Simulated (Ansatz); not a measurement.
Re (diamond, space group No. 227) at seven volumes, PBE in the plane-wave PAW code Ansatz, scaled uniformly. One row is withheld.

```
V (Å³/atom)  P (GPa)
-----------  -------
20.535         20.42
21.212             ?
21.889          5.77
22.566          0.00
23.243         -4.94
23.920         -9.16
24.597        -12.77
```

**Question.** Fit the shown pressures and predict the withheld one.

**Answer.** P = (3/2)B₀(x^(7/2) − x^(5/2))[1 + (3/4)(B′ − 4)(x − 1)] with x = (V₀/V)^(2/3). Least squares on the six rows gives V₀ = 22.566 Å³/atom, B₀ = 178 GPa, B′ = 4.20. At V = 21.212, x = 1.0421 and P = 12.54 GPa. The run itself gave 12.52 GPa.

Space group Fd-3m (diamond). The start of the workflow was typed in or built on a structure type; neither database checked (COD, Materials Project) lists it. It is not the phase usual at ambient conditions (space group No. 194). The cell was relaxed with PBE under the symmetry of its start; whether a distortion lowers the energy is not shown. The run is not spin-polarised. Scalar-relativistic: spin–orbit coupling is off unless named, which matters more the heavier the elements.

Potentials: the earlier of the program's two PAW sets.
